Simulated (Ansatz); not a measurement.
Relaxed-ion elastic tensor of LaLuO3 (cubic perovskite, Pm-3m) in GPa (Voigt order), the program Ansatz at the PBEsol level (PAW); density 8.15 g/cm³, 14.74 Å³ per atom.

```
 347  51.3  51.3   0.0   0.0   0.0
51.3   347  51.3   0.0   0.0   0.0
51.3  51.3   347   0.0   0.0   0.0
 0.0   0.0   0.0  49.0   0.0   0.0
 0.0   0.0   0.0   0.0  49.0   0.0
 0.0   0.0   0.0   0.0   0.0  49.0
```

Problem. Is the crystal mechanically stable?

Solution. Yes: the smallest eigenvalue of C is 49.0 GPa.

Problem. Work out the Voigt, Reuss and Hill averages.

Solution. K_V = 150, K_R = 150, K_H = 150; G_V = 88.6, G_R = 66.9, G_H = 77.7 GPa.

Problem. Give Young's modulus, Poisson's ratio, Pugh's ratio and the universal anisotropy index.

Solution. E = 9KG/(3K + G) = 199 GPa; ν = 0.28; K/G = 1.93 (ductile by the Pugh limit of 1.75); A_U = 5G_V/G_R + K_V/K_R − 6 = 1.62.

Problem. Estimate the sound speeds and the Debye temperature.

Solution. v_l = √((K + 4G/3)/ρ) = 5580 m/s, v_t = √(G/ρ) = 3090 m/s, mean 3440 m/s; Θ = (h/k)(3n/4πV)^(1/3) v_m = 418 K.

Problem. Give the Zener ratio and Young's modulus along [100], [110] and [111].

Solution. A = 2C44/(C11 − C12) = 0.33; 1/E = S11 − 2(S11 − S12 − S44/2)Γ with Γ = 0, 1/4, 1/3 gives 334, 156, 132 GPa.

A made-up cell: these elements were put on the sites of a structure type; neither database checked (COD, Materials Project) lists it. Whether it is the stable phase at ambient conditions was not checked. The cell was relaxed with PBEsol under the symmetry of its start. At this level the phase is dynamically unstable (imaginary phonons). Scalar-relativistic: spin–orbit coupling is off unless named, which matters more the heavier the elements.

Potentials: the later of the program's two PAW sets.
